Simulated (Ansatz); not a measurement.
Relaxed candidate structures of TeO3:

A. R-3, hexagonal axes (No. 148), hR8; a = b = 5.157 Å, c = 14.319 Å, α = β = 90.00°, γ = 120.00°; O 18f (0.333, 0.043, 0.091); Te 6c (0.000, 0.000, 0.167)

B. P-31m (No. 162), hP8; a = b = 5.1530 Å, c = 4.9319 Å, α = β = 90.00°, γ = 120.00°; O 6k (0.377, 0.377, 0.719); Te 2d (0.333, 0.667, 0.500)

C. P6₃/mcm (No. 193), hP16; a = 5.155 Å, b = 5.155 Å, c = 10.496 Å, α = 90.00°, β = 90.00°, γ = 120.00°; O 12k (0.622, 0.622, 0.103); Te 4d (0.333, 0.667, 0.000)

Put the candidates in order of energy per atom, lowest first, for r2SCAN+rVV10 (plane waves to 500 eV, PAW, scalar-relativistic; Ansatz, a first-principles code).

A (reference), B (+0.007 eV/atom), C (+0.016 eV/atom)

Give each candidate's band gap.

No candidate is metallic. A: 2.96 eV (no spin-orbit coupling); B: 2.94 eV (no spin-orbit coupling); C: 2.94 eV (no spin-orbit coupling).

Each run could gain symmetry but not lose that of its start, so entries can be saddle points. All of these are generated cells (placed on structure types, drawn at random, substituted or restacked) that were not matched to a known phase here. The real structure of this composition may not be among these. Energies are at zero temperature and pressure, without zero-point motion. No spin polarisation in the result. Without spin-orbit coupling the bands of the heavy element are not split, so the gap can be far off. Gaps of cells over 8 atoms come from the SCF mesh and high-symmetry points alone.
